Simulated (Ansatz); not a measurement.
Li3Hg:
```
CELL_PARAMETERS angstrom
      0.00000     3.22628     3.22628
      3.22628     0.00000     3.22628
      3.22628     3.22628     0.00000
ATOMIC_POSITIONS crystal
  Li 0.25000 0.25000 0.25000
  Li 0.75000 0.75000 0.75000
  Hg 0.00000 0.00000 0.00000
  Li 0.50000 0.50000 0.50000
```

Relaxed with PBEsol.

Problem. Map the electron localisation function on the plane through (0.250, 0.250, 0.250) spanned by u = [1, 0, 0] and v = [-1, 1, 1] in lattice vectors, from PBEsol in the plane-wave PAW code Ansatz.

Solution. x is the fraction of u, y of v (the angle between them is 90°; rows are the nearest grid lines); atoms in the plane: Li at (0.00, 0.00), Li at (0.00, 0.50), Hg at (0.50, 0.75), Li at (0.50, 0.25).
```
y \ x   0.000  0.0870  0.174  0.261  0.348  0.435  0.565  0.652  0.739  0.826  0.913   1.00
------  -----  ------  -----  -----  -----  -----  -----  -----  -----  -----  -----  -----
1.00    0.998   0.908  0.022  0.274  0.389  0.385  0.385  0.389  0.274  0.022  0.908  0.998
0.938   0.888   0.224  0.044  0.355  0.348  0.321  0.321  0.348  0.355  0.044  0.224  0.888
0.844   0.077   0.173  0.360  0.334  0.390  0.480  0.480  0.390  0.334  0.360  0.173  0.077
0.781   0.327   0.363  0.359  0.329  0.465  0.598  0.598  0.465  0.329  0.359  0.363  0.327
0.688   0.238   0.316  0.366  0.326  0.437  0.529  0.529  0.437  0.326  0.366  0.316  0.238
0.625   0.021   0.039  0.287  0.353  0.340  0.414  0.414  0.340  0.353  0.287  0.039  0.021
0.531   0.994   0.743  0.028  0.315  0.371  0.352  0.352  0.371  0.315  0.028  0.743  0.994
0.469   0.994   0.782  0.023  0.252  0.401  0.410  0.410  0.401  0.252  0.023  0.782  0.994
0.375   0.021   0.029  0.153  0.277  0.107  0.022  0.022  0.107  0.277  0.153  0.029  0.021
0.312   0.238   0.278  0.339  0.195  0.019  0.599  0.599  0.019  0.195  0.339  0.278  0.238
0.219   0.327   0.346  0.366  0.155  0.026  0.958  0.958  0.026  0.155  0.366  0.346  0.327
0.156   0.077   0.130  0.269  0.245  0.029  0.053  0.053  0.029  0.245  0.269  0.130  0.077
0.0625  0.888   0.262  0.024  0.258  0.369  0.344  0.344  0.369  0.258  0.024  0.262  0.888
0.000   0.998   0.908  0.022  0.274  0.389  0.385  0.385  0.389  0.274  0.022  0.908  0.998
```

The density is the valence pseudo-density with augmentation charge, so density and ELF within about 1 Å of a nucleus are not all-electron values.

Space group Fm-3m. The workflow started from an entry of the Crystallography Open Database (COD). Its standing as an ambient phase is unchecked. The cell was relaxed with PBEsol under the symmetry of its start; whether a distortion lowers the energy is not shown. Scalar-relativistic: spin–orbit coupling is off unless named, which matters more the heavier the elements.

Potentials: the later of the program's two PAW sets.
